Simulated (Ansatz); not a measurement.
SnO2:
```xyz
6
Lattice="4.7597 0.0000 0.0000 0.0000 4.7602 0.0000 0.0000 0.0000 3.2008" Properties=species:S:1:pos:R:3 pbc="T T T"
Sn     2.3798     2.3801     1.6004
Sn     0.0000     0.0000     0.0000
O      1.4555     1.4567     0.0000
O      3.3042     3.3035     0.0000
O      3.8353     0.9234     1.6004
O      0.9244     3.8368     1.6004
```

This is the r²SCAN-relaxed structure.

Problem. All from plane-wave PAW r²SCAN (Ansatz code), unless another level is named. Give the HSE06 gap on the r²SCAN cell.

Solution. 2.84 eV.

Problem. Give the hole effective mass.

Solution. 1.3, 1.3, 1.7 mₑ (principal values).

Problem. Predict the formation energy from the elements (no fitted shifts).

Solution. -1.84 eV/atom.

Problem. Give the gap with spin–orbit coupling.

Solution. 1.77 eV.

Space group P4_2/mnm (rutile). Symmetry was held in the r²SCAN relaxation. The references are the lowest solids computed at this level, not always the standard phases (solids in place of the gases). Spin–orbit coupling is left out wherever it is not named.

Potentials: the later of the program's two PAW sets.
